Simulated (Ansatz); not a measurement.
**K (Im-3m), clamped-ion strain scan**

Theory: Ansatz, DFT PBEsol, scalar-relativistic, plane waves, PAW. Settings: plane waves to 420 eV, k-mesh 14×14×14 (Γ-centred), Gaussian smearing 0.15 eV. No spin polarisation. Energies are free energies at this smearing, counted from the undisturbed cell; pressure is positive in compression.

The starting cell (as given, not relaxed at this level; it stands at 0.0 GPa):

```
K
1.0
    -2.61800    2.61800    2.61800
     2.61800   -2.61800    2.61800
     2.61800    2.61800   -2.61800
K
1
Cartesian
  0.0000 0.0000 0.0000
```

The cell is strained by ε times the Voigt pattern (0, 1, 0, 0, 0, 0) (xx, yy, zz, yz, xz, xy; engineering shear) with fractional coordinates fixed. The cell is metallic on the mesh throughout.

```
      ε  ΔE (meV/atom) stress summed along the pattern (GPa, tension positive) pressure (GPa)
-0.0200            0.0                                                    -0.05             0.0
-0.0150           -0.1                                                    -0.02             0.0
-0.0100           -0.1                                                     0.00             0.0
-0.0050              ?                                                     0.02             0.0
 0.0000            0.0                                                     0.04             0.0
 0.0050            0.1                                                     0.06            -0.1
 0.0100            0.3                                                     0.08            -0.1
 0.0150            0.5                                                        ?               ?
 0.0175              ?                                                        ?            -0.1
 0.0200            0.7                                                     0.12            -0.1
```

**Question.** Give the withheld values.

**Answer.** ΔE (meV/atom) at ε = -0.0050: -0.1; stress summed along the pattern (GPa, tension positive) at ε = 0.0150: 0.10; pressure (GPa) at ε = 0.0150: -0.1; ΔE (meV/atom) at ε = 0.0175: 0.6; stress summed along the pattern (GPa, tension positive) at ε = 0.0175: 0.11.